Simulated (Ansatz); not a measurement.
Input:

Relaxed MgO (rock salt):

```
CELL_PARAMETERS angstrom
      0.00000     4.25375     4.25375
      2.12687     0.00000     2.12687
      2.12687     2.12687     0.00000
ATOMIC_POSITIONS crystal
  O  0.00000 0.00000 0.00000
  O  0.50000 0.00000 0.00000
  Mg 0.25000 0.50000 0.50000
  Mg 0.75000 0.50000 0.50000
```

A phonon eigenvector at L = (0.5, 0.0, 0.0) is frozen into this cell: atom i moves by Q times the vector below, so Q is the largest atomic displacement, in Å. The cell is held. (q is in reciprocal vectors of the primitive cell; the cell shown is doubled to hold the pattern.)

```json
[
 {"atom": "Mg3", "x": "0.577", "y": "-0.577", "z": "-0.577"},
 {"atom": "Mg4", "x": "-0.577", "y": "0.577", "z": "0.577"}
]
```

Atoms not listed stay in place.

All values below come from PBE (plane waves to 420 eV, PAW, scalar-relativistic; Ansatz, a first-principles code). k mesh 13×13×13 (Γ-centred), Fermi-Dirac smearing 0.05 eV. The energy includes the smearing's −TS. MgO was relaxed with its symmetry unable to fall. ΔE is measured from the undisplaced structure.

The scan covers Q from -0.180 to 0.180 Å in 13 points.

### Question
Which space group does the distorted structure have?

### Answer
R-3m (No. 166), lowered from Fm-3m.

### Question
What is the energy change at Q = 0.180 Å?

### Answer
803 meV/cell.

### Question
What harmonic wavenumber does the curvature at Q = 0 give?

### Answer
527 cm⁻¹.

(For displaced atoms, the force is minus the slope of the energy, and its curvature is a force constant, which sets phonon frequencies.)
